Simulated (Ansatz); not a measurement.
Below is a relaxed structure of YCoC₄N₄. The cell was found from a structure generator's guess, not taken from experiment.

Theory: DFT PBE, scalar-relativistic, plane waves, PAW (Ansatz 0.2.0). Cutoff 420 eV, Γ-centred mesh, Gaussian smearing, collinear spin.

```xyz
10
Lattice="6.1133 0.0000 0.0000 0.0000 6.1133 0.0000 0.0000 0.0000 6.1133" Properties=species:S:1:pos:R:3 pbc="T T T"
Y     3.0566    3.0566    3.0566
Co    0.0000    0.0000    0.0000
C     1.0806    1.0806    1.0806
C     1.0806    5.0327    5.0327
C     5.0327    1.0806    5.0327
C     5.0327    5.0327    1.0806
N     1.7642    1.7642    1.7642
N     1.7642    4.3490    4.3490
N     4.3490    1.7642    4.3490
N     4.3490    4.3490    1.7642
```

Energies over the elements count from the elements' standard structures at the same level (N₂ as a molecule), with no fitted energy shifts.

(1) Find its symmetry and describe it.

(2) How far does it lie from the elements in energy?

(3) Is it a metal?

(4) Which magnetic moments does it keep?

(5) From what recipe could a structure generator have reached it?

Answers

(1) P-43m (No. 215). Conventional cell: a = 6.113 Å. Y has 4 N at 2.24 Å; around Co lie 4 C at 1.87 Å; C is surrounded by 1 N at 1.18 Å and 1 Co at 1.87 Å; around N lie 1 C at 1.18 Å and 1 Y at 2.24 Å.

(2) −0.01 eV/atom. The formation energy is too near zero to say whether this cell lies below the elements.

(3) Yes, bands cross the Fermi level on the 6×6×6 mesh.

(4) 0.20 μB per atom net, the space between the atoms included; by site: Co 1.4 μB.

(5) One such recipe: two interpenetrating cyanide-bridged diamond nets (P-43m, No. 215). Other recipes can lead to the same cell.

The last run used collinear spin, a 6×6×6 mesh for its 10-atom cell and Gaussian smearing of 0.10 eV. The k mesh leaves some 4 meV/atom of noise in the energy of each metallic cell. In such compounds of Co a zero gap at this level may well be an artefact, since no Hubbard U is applied. The reference form of C is held partly by dispersion forces, which this level lacks. The magnetic state reached may not be the lowest. Symmetry constrained the relaxation, so the result can be a saddle point.
